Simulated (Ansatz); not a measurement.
K2S2NO7: 41K nuclear quadrupole resonance

Cell: a COD entry whose atoms were relaxed with PBE, the cell held.

Space group P-1 (No. 2); a = 7.1400, b = 7.1600, c = 7.4500 Å, α = 82.00°, β = 67.00°, γ = 75.00°.

```
site  Wyckoff  site symmetry       x       y       z
  K1       2i              1  0.1622  0.3116  0.3484
  K3       2i              1  0.2701  0.8097  0.9277
  S5       2i              1  0.2605  0.3662  0.8332
  S7       2i              1  0.7210  0.1740  0.6197
   N       2i              1  0.4858  0.3404  0.6053
 O11       2i              1  0.1792  0.1923  0.8653
 O13       2i              1  0.1264  0.5411  0.7872
 O15       2i              1  0.8279  0.2958  0.6702
 O17       2i              1  0.4564  0.3600  0.4475
 O19       2i              1  0.8244  0.0952  0.4262
 O21       2i              1  0.6380  0.0364  0.7784
 O23       2i              1  0.3541  0.3917  0.9687
```

One atom of each set is listed.

Level of theory: DFT, PBE, plane waves and PAW, scalar-relativistic, 420 eV cutoff, Γ-centred 5×5×5 k-points, Fermi–Dirac smearing 0.05 eV (Ansatz 0.2.0).

41K: I = 3/2, Q = 73.40 mb (year-2017 value). Static lattice, zero field.

Task: At which frequencies do the 41K NQR lines lie?

Result: For I = 3/2 there is one line, ν = (|C_Q|/2)(1 + η²/3)^½.

```
site  atoms  V_zz (10²¹ V/m²)  C_Q (MHz)     η  line frequencies (MHz)
  K1      2              0.86       1.52  0.76                   0.830
  K3      2              2.15       3.82  0.18                    1.92
```

Task: And for ³⁹K (I = 3/2, Q = 60.30 mb) on K3?

Result: C_Q scales with Q to 3.13 MHz, with lines at 1.58 MHz.

At this cell the principal stresses reach 6 GPa in size with PBE, which can matter for small gradients. The database positions were far from equilibrium, so the relaxed structure may not be the compound's real one.

The relaxation (9 steps) took 8.8 min of wall time (18 min of CPU time) and 1.9 GiB at its peak, on 2 threads of Arm Neoverse V2 (aarch64; 8 cores open to the job, memory cap 5.0 GiB, no GPU), a shared host with a load of 0.6 a core.
